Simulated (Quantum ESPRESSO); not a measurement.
# Al4O4FN: a curve over strain

A calculation, not a measurement. The program is pw.x of Quantum ESPRESSO 7.5 (plane-wave density functional theory). The cell is made up: 10 atoms on a corundum lattice, with randomly drawn elements, strain and displacements, not relaxed. PseudoDojo standard norm-conserving files (v0.5 for PBE, v0.4.1 for LDA and PBEsol) set the functional; there is no spin polarisation, spin-orbit coupling or dispersion term, and the masses in the input are unused placeholders.

Seven runs add a strain to one cell (along z); the atoms follow the cell and are not relaxed. Stress in the table is positive in tension.

Input of the run at -0.0021:

```
&control calculation='scf', pseudo_dir='./dojo.nc.sr.pbe.v0_5.standard.upf', outdir='./o', disk_io='low', tprnfor=.true., tstress=.true. /
&system ibrav=0, nat=10, ntyp=4, nbnd=30, ecutwfc=84.00895049, nosym=.true., tot_charge=0,
 occupations='smearing', smearing='fd', degauss=0.0018374661
/
&electrons conv_thr=7.350e-09, electron_maxstep=60, /
ATOMIC_SPECIES
Al 1.0 Al.upf
F 1.0 F.upf
N 1.0 N.upf
O 1.0 O.upf
CELL_PARAMETERS angstrom
2.3693 1.4929 4.4383
-2.4737 1.4526 4.5083
-0.087 -2.8304 4.4369
ATOMIC_POSITIONS angstrom
Al -0.0358 0.0647 4.7131
Al -0.0737 0.0426 1.9809
Al -0.1458 0.0447 8.7244
Al -0.1289 0.1037 11.4016
O -1.002 1.4726 7.8126
O -0.8716 -1.5565 7.7975
O 1.613 0.1858 7.8105
F 0.8777 -1.3025 5.5161
N 0.6716 1.6454 5.636
O -1.7689 -0.1421 5.5567
K_POINTS automatic
5 5 5 1 1 1
```

| added strain | free energy less that of the input shown (eV) | stress xx (GPa) | stress yy (GPa) | stress zz (GPa) | stress xy (GPa) | pressure (GPa) | next band up at Gamma (eV) | iterations |
| --- | --- | --- | --- | --- | --- | --- | --- | --- |
| -0.0216 | 0.0236 | -3.86 | 9.14 | -6.30 | 1.80 | 0.34 | 2.993 | 12 |
| -0.0153 | 0.0054 | -3.19 | 9.56 | -3.50 | 1.76 | -0.96 | 2.968 | 12 |
| -0.0123 | 0.0003 | -2.89 | 9.75 | -2.20 | 1.74 | -1.56 | 2.956 | 12 |
| -0.0021 | 0.0000 | -1.90 | 10.34 | 2.12 | 1.68 | -3.52 | 2.909 | 12 |
| +0.0131 | 0.0458 | -0.57 | 11.09 | 8.21 | 1.60 | -6.24 | 2.829 | 12 |
| +0.0197 | 0.0821 | -0.05 | 11.37 | 10.73 | 1.56 | -7.35 | 2.790 | 12 |
| +0.0239 | 0.1103 | 0.27 | 11.54 | 12.31 | 1.54 | -8.04 | 2.764 | 12 |

A cubic fit gives a slope of stress zz against the added strain of 410 GPa at zero added strain, with the atoms clamped. Across the table the free energy follows the integral of the stress to within 0.9 meV. A rerun of one of the cells at 1437 eV and a 7 x 7 x 7 mesh moved values by no more than 0.003 eV in energy, 0.02 GPa in stress and 0.002 eV/Å in force. The band column is the level of band 25 at Gamma less that of band 24, whose number is half the electron count, rounded up; it comes from a band step after each run.